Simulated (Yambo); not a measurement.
K2TiF6 (space group P-3m1, No. 164), G0W0@LDA in Yambo with this input:

```
rim_cut
gw0
dyson
el_el_corr
HF_and_locXC
ppa
em1d
RandQpts= 1000000
RandGvec= 1 Ry
EXXRLvcs= 84 Ry
VXCRLvcs= 336 Ry
Chimod= "HARTREE"
% BndsRnXp
 2 | 198 |
%
NGsBlkXp= 7 Ry
% LongDrXp
 1.0 | 1.0 | 1.0 |
%
PPAPntXp= 27.2114 eV
% GbndRnge
 1 | 198 |
%
GTermKind= "BG"
DysSolver= "n"
ExtendOut
```

On a 3×3×2 mesh, with wavefunctions cut at 84 Ry, the gap (Γ → Γ) is 9.457 eV and the valence edge shifts by -1.968 eV.

Q: What happens with this change: exchange cut at 10 Ry?

A: The gap rises by 0.103 eV, to 9.560 eV; the shift of the valence edge becomes 0.384 eV. Neither run is shown to be the converged limit.

Geometry of the Materials Project entry, not relaxed at this level; primitive cell a = 5.685 Å, b = 5.685 Å, c = 4.590 Å, α = 90.00°, β = 90.00°, γ = 120.00°.

A shift is the quasiparticle energy of the state minus its LDA energy.
